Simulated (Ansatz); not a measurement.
Computed with Ansatz, DFT PBE, scalar-relativistic, plane waves, PAW. Settings: cutoff 420 eV, Γ-centred meshes spaced at most about 0.3 Å⁻¹, and about 0.25 Å⁻¹ or finer for metals (2π included), Gaussian smearing. No spin polarisation in the final relaxations.

Temperature and zero-point effects are left out.

Two relaxed structures of SiGe3Ru:

A.

```cif
data_structure
_symmetry_space_group_name_H-M 'P-6c2'
_symmetry_Int_Tables_number 188
_cell_length_a 5.8738
_cell_length_b 5.8738
_cell_length_c 5.8614
_cell_angle_alpha 90.000
_cell_angle_beta 90.000
_cell_angle_gamma 120.000
_cell_volume 175.13
loop_
_atom_site_label
_atom_site_type_symbol
_atom_site_symmetry_multiplicity
_atom_site_Wyckoff_symbol
_atom_site_fract_x
_atom_site_fract_y
_atom_site_fract_z
_atom_site_occupancy
Si1 Si 2 a 0.00000 0.00000 0.50000 1
Ge1 Ge 6 k 0.36985 0.95657 0.75000 1
Ru1 Ru 2 e 0.66667 0.33333 0.00000 1
```

B.

```cif
data_structure
_symmetry_space_group_name_H-M 'P-6m2'
_symmetry_Int_Tables_number 187
_cell_length_a 3.9801
_cell_length_b 3.9801
_cell_length_c 7.7696
_cell_angle_alpha 90.000
_cell_angle_beta 90.000
_cell_angle_gamma 120.000
_cell_volume 106.59
loop_
_atom_site_label
_atom_site_type_symbol
_atom_site_symmetry_multiplicity
_atom_site_Wyckoff_symbol
_atom_site_fract_x
_atom_site_fract_y
_atom_site_fract_z
_atom_site_occupancy
Si1 Si 1 e 0.66667 0.33333 0.00000 1
Ge1 Ge 2 h 0.33333 0.66667 0.18240 1
Ge2 Ge 1 f 0.66667 0.33333 0.50000 1
Ru1 Ru 1 d 0.33333 0.66667 0.50000 1
```

Task: Which would you expect to be lower, and how large is the difference?

Result: A is lower, by 86 meV/atom. A has space group P-6c2 (No. 188), 17.5 Å³/atom and no gap on its mesh; B has space group P-6m2 (No. 187), 21.3 Å³/atom and no gap. Counting Ge or Si atoms around Ru (for each partner element, those within 1.25 times its shortest distance or 1.15 times the sum of covalent radii, where it is the nearest in units of that sum or under 1.3), A has Ru 6 and B has Ru 5. The denser one is the lower, and pressure would at first widen the difference. Even the lower one lies +0.18 eV/atom against the reference forms of the elements (uncorrected), so neither is stable at this level. In A, Si has 6 Ge at 2.74 Å and 2 Si at 2.93 Å; Ge is surrounded by 2 Ru at 2.50 Å, 2 Si at 2.74 Å and 2 Ge at 2.78 Å; around Ru lie 6 Ge at 2.50 Å. In B, Si is surrounded by 6 Ge at 2.70 Å; around Ge on a site of symmetry 3m lie 1 Ru at 2.47 Å, 3 Si at 2.70 Å and 1 Ge at 2.83 Å; Ru is surrounded by 3 Ge at 2.30 Å and 2 Ge at 2.47 Å; 1 more site not described. Both come from invented guesses.

Cells relaxed within their symmetry can be saddle points.
